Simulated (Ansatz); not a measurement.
Formation energies in the Al–Ti system, lowest calculated structure of each composition. Calculation: PBE (plane waves to 420 eV, PAW, scalar-relativistic; Ansatz, a program for electronic structure). Element references, the lowest calculated here: Al (Fm-3m), Ti (P6₃/mmc).

| phase | x(Ti) | space group | E_f (eV/atom) | above hull (eV/atom) |
|---|---|---|---|---|
| Al | 0.000 | Fm-3m | 0.00 | 0.00 |
| TiAl | 0.500 | P4/mmm | -0.41 | 0.00 |
| Ti3Al | 0.750 | P6₃/mmc | -0.28 | 0.00 |
| Ti | 1.000 | P6₃/mmc | 0.00 | 0.00 |

On the hull: TiAl, Ti3Al.

Q: Work out the energy of TiAl against the hull of the other phases.

A: At x(Ti) = 0.500 the tie line joins Al and Ti3Al; the lever rule gives atom fractions 0.33 and 0.67. The mixture has E_f = 0.33 × (0.00) + 0.67 × (-0.28) = -0.19 eV/atom, and TiAl has -0.41. So TiAl → 0.67 Al + 0.33 Ti3Al costs 0.22 eV/atom: TiAl is stable against it.

This is the hull of the energies calculated here, no anion corrections; phases that were not calculated are missing from it. Values are rounded to 0.01 eV/atom. The compounds carry no spin polarisation.
